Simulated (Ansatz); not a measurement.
LaH₃:
```yaml
crystal:
  lattice:
    - [0.00000, 2.78648, 2.78648]
    - [2.78648, 0.00000, 2.78648]
    - [2.78648, 2.78648, 0.00000]
  atoms:
    - { symbol: La, position: [0.00000, 0.00000, 0.00000] }
    - { symbol: H, position: [0.50000, 0.50000, 0.50000] }
    - { symbol: H, position: [0.75000, 0.75000, 0.75000] }
    - { symbol: H, position: [0.25000, 0.25000, 0.25000] }
```

Cartesian axes are those of the cell as given.

Question: Give the high-frequency dielectric tensor and the Born effective charge tensors of the independent atoms from DFPT, r²SCAN (plane waves, PAW; program Ansatz).

Answer: 
ε∞:
```
9.86  0.00  0.00
0.00  9.86  0.00
0.00  0.00  9.86
```
Z* of atom 1 (La), rows: field, columns: displacement, in e:
```
4.42  0.00  0.00
0.00  4.42  0.00
0.00  0.00  4.42
```
Z* of atom 2 (H), rows: field, columns: displacement, in e:
```
-1.64   0.00   0.00
 0.00  -1.64   0.00
 0.00   0.00  -1.64
```
Z* of atom 3 (H), rows: field, columns: displacement, in e:
```
-1.39   0.00   0.00
 0.00  -1.39   0.00
 0.00   0.00  -1.39
```

Static charges for comparison (Bader): La1 +1.86, H2 -0.59, H3 -0.64 e. Born charges measure polarisation by displacement and can exceed these by far.

Space group Fm-3m. The first step of the workflow began from a Materials Project structure, measured or hypothetical; the Crystallography Open Database copy checked does not list it. Whether it is the stable phase at ambient conditions was not checked. Symmetry was held in the r²SCAN relaxation. At this level the phase is dynamically unstable (imaginary phonons). Spin–orbit coupling is left out wherever it is not named.

Potentials: the later of the program's two PAW sets.
